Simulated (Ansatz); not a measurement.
## Si$_{2}$W: from a starting cell to a relaxed one

The start is a generated cell, Si2W placed in the AFLOW prototype AB2_cP12_205_a_c (C2, as in FeS2). The cell and all atomic positions are relaxed at zero pressure with r2SCAN (plane waves to 500 eV, PAW, scalar-relativistic; Ansatz, a program for electronic structure). The first steps use a coarse 4×4×4 k-mesh.

Initial structure:
```
Si2W
1.0
    5.54712     0.00000     0.00000
    0.00000     5.54712     0.00000
    0.00000     0.00000     5.54712
W Si
4 8
Direct
  0.00000   0.00000   0.00000
  0.50000   0.50000   0.00000
  0.00000   0.50000   0.50000
  0.50000   0.00000   0.50000
  0.38510   0.38510   0.38510
  0.88510   0.11490   0.61490
  0.61490   0.88510   0.11490
  0.11490   0.61490   0.88510
  0.61490   0.61490   0.61490
  0.11490   0.88510   0.38510
  0.38510   0.11490   0.88510
  0.88510   0.38510   0.11490
```

```yaml
initial_pressure: "+51 GPa (positive: the cell is compressed)"
largest_initial_force: about 0.8 eV/Å, on Si5, Si6, Si7, Si8, Si9, Si10, Si11, Si12 (atoms numbered as listed)
energy_released: 0.55 eV/atom
volume_change: +28.9 %, from 14.22 to 18.33 Å³/atom
band_gap_at_the_end: no gap on the sampled points, where the bands overlap only slightly; such a result is sensitive to mesh and level
optimiser_moves: 10
```

It ends as:

Space group Pa-3 (No. 205); a = b = c = 6.0366 Å, α = β = γ = 90.00°

| atom | site | symmetry | x | y | z |
|---|---|---|---|---|---|
| W | 4a | .-3. | 0.0000 | 0.0000 | 0.0000 |
| Si | 8c | .3. | 0.3810 | 0.3810 | 0.3810 |

Final values are on a 6×6×6 k-mesh of the relaxed cell. No spin polarisation in the result. A magnetic state may lie lower. Without spin-orbit coupling the bands of the heavy element are not split, so the gap can be far off.

The run could not lose the symmetry of its start, so the end can be a saddle point.

The relaxed structure here is a generated cell of Si2W: the first start was made by placing the elements on the sites of a structure type, and the end was not matched to a known phase here, so it may be hypothetical. Known forms of Si2W include space group No. 139.
